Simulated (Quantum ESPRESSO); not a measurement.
```
KTaO3
1.0
    4.01485     0.00000     0.00000
    0.00000     4.01485     0.00000
    0.00000     0.00000     3.95493
K Ta O
1 1 3
Cartesian
  2.00743   2.00743   1.97747
  0.00000   0.00000   0.00000
  0.00000   2.00743   0.00000
  2.00743   0.00000   0.00000
  0.00000   0.00000   1.97747
```
The cell was made here from a computed Materials Project entry: strained by -1 % along the cube axis and by +0.5 % across it, atoms relaxed (PBE without dispersion, pw.x of a modified build of Quantum ESPRESSO, symmetry kept). The parent is KTaO3 in Pm-3m. Stability against distortions was not tested. The run has no spin polarisation.

A lattice sum over point charges, one formal value an element (K +1, Ta +5, O -2), with no Sternheimer factor, costs far less than a self-consistent run. Taken along the main axis of each site's self-consistent tensor, it gives:

```
site             V along that axis, point charges (a.u.)
---------------  ---------------------------------------
Ta (atom 2)                                       -0.006
O1 (atoms 3, 4)                                    0.283
O2 (atom 5)                                        0.302
```

Task: How do the values of the PAW reconstruction of the field gradient on a scalar-relativistic PBE ground state (Quantum ESPRESSO, JTH datasets) compare?

Result: 
```tsv
site	Vzz, PAW (a.u.)	PAW over point charges
Ta	-0.808	140
O1	0.250	0.9
O2	0.157	0.5
```
  Cores are frozen. Against all-electron runs on small test molecules, this scheme's |Vzz| missed by −2 to +6 % on O. Ta had no test against all-electron runs. Spin–orbit coupling is left out, a limit on Ta.
